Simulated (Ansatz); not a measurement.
Harmonic vibrational thermodynamics of CoSi2 (fluorite or antifluorite type, space group No. 225) at fixed volume, LDA (plane waves, PAW; program Ansatz). The rows extrapolate the 0 K crystal and know nothing of melting or changes of phase.

```json
[
 {"T (K)": "50", "F_vib (meV/atom)": "54.7", "S (J/K per mol of atoms)": "0.6", "C_V (J/K per mol of atoms)": "1.8"},
 {"T (K)": "100", "F_vib (meV/atom)": "53.7", "S (J/K per mol of atoms)": "(withheld)", "C_V (J/K per mol of atoms)": "(withheld)"},
 {"T (K)": "200", "F_vib (meV/atom)": "45.5", "S (J/K per mol of atoms)": "12.3", "C_V (J/K per mol of atoms)": "17.2"},
 {"T (K)": "300", "F_vib (meV/atom)": "(withheld)", "S (J/K per mol of atoms)": "20.1", "C_V (J/K per mol of atoms)": "(withheld)"},
 {"T (K)": "400", "F_vib (meV/atom)": "4.5", "S (J/K per mol of atoms)": "26.3", "C_V (J/K per mol of atoms)": "22.6"},
 {"T (K)": "600", "F_vib (meV/atom)": "-60.5", "S (J/K per mol of atoms)": "(withheld)", "C_V (J/K per mol of atoms)": "(withheld)"},
 {"T (K)": "800", "F_vib (meV/atom)": "-142.1", "S (J/K per mol of atoms)": "42.7", "C_V (J/K per mol of atoms)": "24.3"},
 {"T (K)": "1000", "F_vib (meV/atom)": "-236.5", "S (J/K per mol of atoms)": "48.2", "C_V (J/K per mol of atoms)": "24.5"}
]
```

Q: Fill in the missing entries.

A: 
- 100, C_V (J/K per mol of atoms): 7.7
- 100, S (J/K per mol of atoms): 3.5
- 600, C_V (J/K per mol of atoms): 23.8
- 600, S (J/K per mol of atoms): 35.8
- 300, F_vib (meV/atom): 28.7
- 300, C_V (J/K per mol of atoms): 21.0

Space group Fm-3m (fluorite or antifluorite type). The cell was relaxed with LDA under the symmetry of its start; phonons on a q-mesh show no instability. No spin polarisation was allowed.

Potentials: the later of the program's two PAW sets.
